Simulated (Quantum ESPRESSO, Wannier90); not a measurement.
# PdCl2 (P2/m), plane waves to Wannier functions

```
begin unit_cell_cart
ang
    4.3703200000    0.0000000000    0.0000000000
    0.0000000000    3.4202200000    0.0000000000
   -0.6550290000    0.0000000000   11.8571510000
end unit_cell_cart
begin atoms_frac
Pd   0.0000000000  0.5000000000  0.0000000000
Pd   0.5000000000  0.0000000000  0.5000000000
Cl   0.4429500000  0.5000000000  0.3672200000
Cl  -0.4429500000  0.5000000000 -0.3672200000
Cl   0.1336600000  0.0000000000 -0.1213900000
Cl  -0.1336600000  0.0000000000  0.1213900000
end atoms_frac
```

Structure: Materials Project mp-1018888, symmetrised, not relaxed again. Not found in the COD (Crystallography Open Database) copy used, which has the formula in other groups; not checked further. Computed values, not measurements, from PBEsol: Quantum ESPRESSO (norm-conserving PseudoDojo potentials, cutoff 66 Ry, spinors with spin-orbit coupling) on a Γ-centred 4×4×4 mesh, then Wannier90. Density: 8×10×4 mesh, Gaussian smearing 0.01 Ry. The cell is built of weakly bound layers, chains or molecules. Database cells relaxed without dispersion often hold them too far apart, which can enlarge gaps and weakens couplings between them; spacing and stacking were not compared with the measured crystal.

A tight-binding model is made by disentanglement and projection with no localisation steps (num_iter = 0), so the 44 orbitals stay atom-like: hydrogen-like Pd: d; Cl: p, axes along x, y, z; frozen window up to 2.24 eV relative to the valence-band maximum. It follows pw.x to 4.5 meV rms for states up to 1.6 eV relative to the valence-band maximum. Matrix elements depend on this choice of orbitals and windows.

The 30 largest hoppings ⟨m,0|H|n,R⟩ between different sites (one of each Hermitian pair; signs follow the real orbitals' lobes; the list may end inside a set of equal values):

```json
[
 {"m": "Cl3 py↑", "n": "Pd2 dyz↑", "R": "0 0 0", "distance of the centres (Å)": "2.27", "t (eV)": "-1.152", "Im t (eV)": "-0.001"},
 {"m": "Cl3 py↓", "n": "Pd2 dyz↓", "R": "0 0 0", "distance of the centres (Å)": "2.27", "t (eV)": "-1.152", "Im t (eV)": "0.001"},
 {"m": "Cl3 py↑", "n": "Pd2 dyz↑", "R": "0 1 0", "distance of the centres (Å)": "2.27", "t (eV)": "-1.152", "Im t (eV)": "0.001"},
 {"m": "Cl3 py↓", "n": "Pd2 dyz↓", "R": "0 1 0", "distance of the centres (Å)": "2.27", "t (eV)": "-1.152", "Im t (eV)": "-0.001"},
 {"m": "Pd2 dyz↑", "n": "Cl4 py↑", "R": "1 -1 1", "distance of the centres (Å)": "2.27", "t (eV)": "1.152", "Im t (eV)": "-0.001"},
 {"m": "Pd2 dyz↓", "n": "Cl4 py↓", "R": "1 -1 1", "distance of the centres (Å)": "2.27", "t (eV)": "1.152", "Im t (eV)": "0.001"},
 {"m": "Pd2 dyz↑", "n": "Cl4 py↑", "R": "1 0 1", "distance of the centres (Å)": "2.27", "t (eV)": "1.152", "Im t (eV)": "0.001"},
 {"m": "Pd2 dyz↓", "n": "Cl4 py↓", "R": "1 0 1", "distance of the centres (Å)": "2.27", "t (eV)": "1.152", "Im t (eV)": "-0.001"},
 {"m": "Cl5 py↑", "n": "Pd1 dyz↑", "R": "0 0 0", "distance of the centres (Å)": "2.27", "t (eV)": "-1.048", "Im t (eV)": "-0.002"},
 {"m": "Cl5 py↓", "n": "Pd1 dyz↓", "R": "0 0 0", "distance of the centres (Å)": "2.27", "t (eV)": "-1.048", "Im t (eV)": "0.002"},
 {"m": "Cl6 py↑", "n": "Pd1 dyz↑", "R": "0 0 0", "distance of the centres (Å)": "2.27", "t (eV)": "1.048", "Im t (eV)": "-0.002"},
 {"m": "Cl6 py↓", "n": "Pd1 dyz↓", "R": "0 0 0", "distance of the centres (Å)": "2.27", "t (eV)": "1.048", "Im t (eV)": "0.002"},
 {"m": "Pd1 dyz↑", "n": "Cl5 py↑", "R": "0 1 0", "distance of the centres (Å)": "2.27", "t (eV)": "-1.048", "Im t (eV)": "-0.002"},
 {"m": "Pd1 dyz↑", "n": "Cl6 py↑", "R": "0 1 0", "distance of the centres (Å)": "2.27", "t (eV)": "1.048", "Im t (eV)": "-0.002"},
 {"m": "Pd1 dyz↓", "n": "Cl5 py↓", "R": "0 1 0", "distance of the centres (Å)": "2.27", "t (eV)": "-1.048", "Im t (eV)": "0.002"},
 {"m": "Pd1 dyz↓", "n": "Cl6 py↓", "R": "0 1 0", "distance of the centres (Å)": "2.27", "t (eV)": "1.048", "Im t (eV)": "0.002"},
 {"m": "Cl3 pz↑", "n": "Pd2 dyz↑", "R": "0 0 0", "distance of the centres (Å)": "2.33", "t (eV)": "0.950", "Im t (eV)": "0.000"},
 {"m": "Cl3 pz↓", "n": "Pd2 dyz↓", "R": "0 0 0", "distance of the centres (Å)": "2.33", "t (eV)": "0.950", "Im t (eV)": "0.000"},
 {"m": "Cl3 pz↑", "n": "Pd2 dyz↑", "R": "0 1 0", "distance of the centres (Å)": "2.33", "t (eV)": "-0.950", "Im t (eV)": "0.000"},
 {"m": "Cl3 pz↓", "n": "Pd2 dyz↓", "R": "0 1 0", "distance of the centres (Å)": "2.33", "t (eV)": "-0.950", "Im t (eV)": "0.000"},
 {"m": "Pd2 dyz↑", "n": "Cl4 pz↑", "R": "1 -1 1", "distance of the centres (Å)": "2.33", "t (eV)": "-0.950", "Im t (eV)": "0.000"},
 {"m": "Pd2 dyz↓", "n": "Cl4 pz↓", "R": "1 -1 1", "distance of the centres (Å)": "2.33", "t (eV)": "-0.950", "Im t (eV)": "0.000"},
 {"m": "Pd2 dyz↑", "n": "Cl4 pz↑", "R": "1 0 1", "distance of the centres (Å)": "2.33", "t (eV)": "0.950", "Im t (eV)": "0.000"},
 {"m": "Pd2 dyz↓", "n": "Cl4 pz↓", "R": "1 0 1", "distance of the centres (Å)": "2.33", "t (eV)": "0.950", "Im t (eV)": "0.000"},
 {"m": "Cl3 pz↑", "n": "Cl4 pz↑", "R": "1 0 1", "distance of the centres (Å)": "3.17", "t (eV)": "0.918", "Im t (eV)": "0.000"},
 {"m": "Cl3 pz↓", "n": "Cl4 pz↓", "R": "1 0 1", "distance of the centres (Å)": "3.17", "t (eV)": "0.918", "Im t (eV)": "0.000"},
 {"m": "Cl6 pz↑", "n": "Cl5 pz↑", "R": "0 0 0", "distance of the centres (Å)": "3.16", "t (eV)": "0.729", "Im t (eV)": "0.000"},
 {"m": "Cl6 pz↓", "n": "Cl5 pz↓", "R": "0 0 0", "distance of the centres (Å)": "3.16", "t (eV)": "0.729", "Im t (eV)": "0.000"},
 {"m": "Cl5 pz↑", "n": "Pd1 dyz↑", "R": "0 0 0", "distance of the centres (Å)": "2.33", "t (eV)": "-0.691", "Im t (eV)": "0.000"},
 {"m": "Cl5 pz↓", "n": "Pd1 dyz↓", "R": "0 0 0", "distance of the centres (Å)": "2.33", "t (eV)": "-0.691", "Im t (eV)": "0.000"}
]
```
